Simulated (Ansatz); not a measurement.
SrMoO₃:
```cif
data_MoO3Sr
_chemical_formula_sum 'Sr1 Mo1 O3'
_space_group_name_H-M_alt 'P 1'
_space_group_IT_number 1
_cell_length_a 3.95075
_cell_length_b 3.95075
_cell_length_c 3.95075
_cell_angle_alpha 90.000
_cell_angle_beta 90.000
_cell_angle_gamma 90.000
loop_
_space_group_symop_operation_xyz
  'x, y, z'
loop_
_atom_site_label
_atom_site_type_symbol
_atom_site_fract_x
_atom_site_fract_y
_atom_site_fract_z
_atom_site_occupancy
Sr1 Sr 0.50000 0.50000 0.50000 1
Mo1 Mo 0.00000 0.00000 0.00000 1
O1 O 0.50000 0.00000 0.00000 1
O2 O 0.00000 0.50000 0.00000 1
O3 O 0.00000 0.00000 0.50000 1
```

This is the PBEsol-relaxed structure.

**Question.** All from DFT-PBEsol in the program Ansatz with PAW potentials, unless another level is named. Give the electronic character.

**Answer.** metallic (no gap).

**Question.** What about the density of states at the Fermi level?

**Answer.** 0.36 states/eV per atom (mean over ±0.08 eV).

**Question.** What about the formation energy from the elements (no fitted shifts)?

**Answer.** -2.46 eV/atom.

**Question.** Next, the gap with spin–orbit coupling?

**Answer.** none (metallic).

Space group Pm-3m (cubic perovskite). The workflow started from a Materials Project entry (that database holds measured and hypothetical structures alike); the Crystallography Open Database copy checked does not list it. Its standing as an ambient phase is unchecked. The cell was relaxed with PBEsol under the symmetry of its start; its stability against distortions is not shown here. The workflow began spin-polarised and lost its moments. No Hubbard U is applied. The references are the lowest solids computed at this level, not always the standard phases (solids in place of the gases). Spin–orbit coupling is left out wherever it is not named.

Potentials: the later of the program's two PAW sets.
